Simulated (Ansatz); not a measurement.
SrHg:
```yaml
crystal:
  lattice:
    - [3.92009, 0.00000, 0.00000]
    - [0.00000, 3.92009, 0.00000]
    - [0.00000, 0.00000, 3.92009]
  atoms:
    - { symbol: Hg, position: [0.00000, 0.00000, 0.00000] }
    - { symbol: Sr, position: [0.50000, 0.50000, 0.50000] }
```

Relaxed with PBEsol.

Q: Give the Bader charges and basin volumes of the independent atoms, PBEsol in the plane-wave PAW code Ansatz.

A: 

```
atom  Bader charge (e)  Bader volume (Å³)
----  ----------------  -----------------
Hg1              -1.21               38.7
Sr2              +1.21               21.5
```

Space group Pm-3m (CsCl type). The workflow started from an entry of the Crystallography Open Database (COD). Its standing as an ambient phase is unchecked. Symmetry was held in the PBEsol relaxation; whether a distortion lowers the energy is not shown. Spin–orbit coupling is left out wherever it is not named.

Potentials: the later of the program's two PAW sets.
